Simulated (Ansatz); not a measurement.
Y$_{3}$Si in space group Fm-3m (No. 225; Si on 4a, Y on 4b, Y on 8c) under volume change, plane-wave PAW PBE (Ansatz code), scaled uniformly.

| V (Å³/atom) | E − E(relaxed) (meV/atom) | P (GPa) |
|---|---|---|
| 23.038 | 39.5 | 6.05 |
| 23.798 | ? | ? |
| 24.557 | 3.8 | 1.68 |
| 25.317 | 0.0 | 0.01 |
| 26.076 | 3.4 | -1.43 |
| 26.836 | ? | ? |
| 27.596 | 28.9 | -3.86 |

Q: What belongs in the gaps?

A: 
- 26.836, E − E(relaxed) (meV/atom): 13.3
- 26.836, P (GPa): -2.72
- 23.798, E − E(relaxed) (meV/atom): 16.5
- 23.798, P (GPa): 3.71

Q: What does a third-order Birch–Murnaghan fit give for V₀, B₀ and B′?

A: V₀ = 25.32 Å³/atom, B₀ = 52.9 GPa, B′ = 4.0.

A made-up cell: these elements were put on the sites of a structure type; neither database checked (COD, Materials Project) lists it. Its standing as an ambient phase is unchecked. Symmetry was held in the PBE relaxation. At this level the phase is dynamically unstable (imaginary phonons). No spin polarisation was allowed. Spin–orbit coupling is left out wherever it is not named.

Potentials: the later of the program's two PAW sets.
